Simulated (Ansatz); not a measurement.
TePb (rock salt, Fm-3m) under volume change, the program Ansatz at the PBE level (PAW), scaled uniformly.

```
V (Å³/atom)  E − E(relaxed) (meV/atom)  P (GPa)
-----------  -------------------------  -------
32.243                            41.1     4.50
33.306                            17.2     2.74
34.369                             4.1     1.26
35.432                             0.0     0.00
36.495                             3.6    -1.06
37.558                            13.7    -1.97
38.621                            29.4    -2.73
```

Task: What does a third-order Birch–Murnaghan fit give for V₀, B₀ and B′?

Result: V₀ = 35.43 Å³/atom, B₀ = 38.5 GPa, B′ = 4.5.

The cell was relaxed with PBE under the symmetry of its start. Scalar-relativistic: spin–orbit coupling is off unless named, which matters more the heavier the elements.

Potentials: the earlier of the program's two PAW sets.
